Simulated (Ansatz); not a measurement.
TaAs in space group I4_1md (No. 109; Ta on 4a, As on 4a) under volume change, r²SCAN in the plane-wave PAW code Ansatz, shape and atoms relaxed at each volume.

```json
[
 {"V (Å³/atom)": "15.782", "E − E(relaxed) (meV/atom)": "96.1", "P (GPa)": "21.41"},
 {"V (Å³/atom)": "16.302", "E − E(relaxed) (meV/atom)": "40.4", "P (GPa)": "13.13"},
 {"V (Å³/atom)": "16.822", "E − E(relaxed) (meV/atom)": "9.6", "P (GPa)": "6.04"},
 {"V (Å³/atom)": "17.343", "E − E(relaxed) (meV/atom)": "0.0", "P (GPa)": "0.00"},
 {"V (Å³/atom)": "17.863", "E − E(relaxed) (meV/atom)": "8.6", "P (GPa)": "-5.17"},
 {"V (Å³/atom)": "18.383", "E − E(relaxed) (meV/atom)": "32.7", "P (GPa)": "-9.57"},
 {"V (Å³/atom)": "18.903", "E − E(relaxed) (meV/atom)": "70.1", "P (GPa)": "-13.32"}
]
```

### Question
What does a third-order Birch–Murnaghan fit give for V₀, B₀ and B′?

### Answer
V₀ = 17.34 Å³/atom, B₀ = 186 GPa, B′ = 4.2.

The r²SCAN relaxation kept the symmetry of its start. No spin polarisation was allowed. Spin–orbit coupling is left out wherever it is not named.

Potentials: the earlier of the program's two PAW sets.
